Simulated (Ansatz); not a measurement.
Al (fcc (Cu type), Fm-3m) at seven volumes, DFT-PBE+D3(BJ) in the program Ansatz with PAW potentials, scaled uniformly. One row is withheld.

```
V (Å³/atom)  P (GPa)
-----------  -------
14.362         10.04
14.836          6.11
15.309          2.79
15.783          0.00
16.256         -2.35
16.730             ?
17.203         -6.06
```

Fit the shown pressures and predict the withheld one.

P = (3/2)B₀(x^(7/2) − x^(5/2))[1 + (3/4)(B′ − 4)(x − 1)] with x = (V₀/V)^(2/3). Least squares on the six rows gives V₀ = 15.783 Å³/atom, B₀ = 85.6 GPa, B′ = 4.59. At V = 16.730, x = 0.9619 and P = -4.36 GPa. The run itself gave -4.34 GPa.

The PBE+D3(BJ) relaxation kept the symmetry of its start. The pairwise dispersion correction was not fitted to metals.

Potentials: the earlier of the program's two PAW sets.
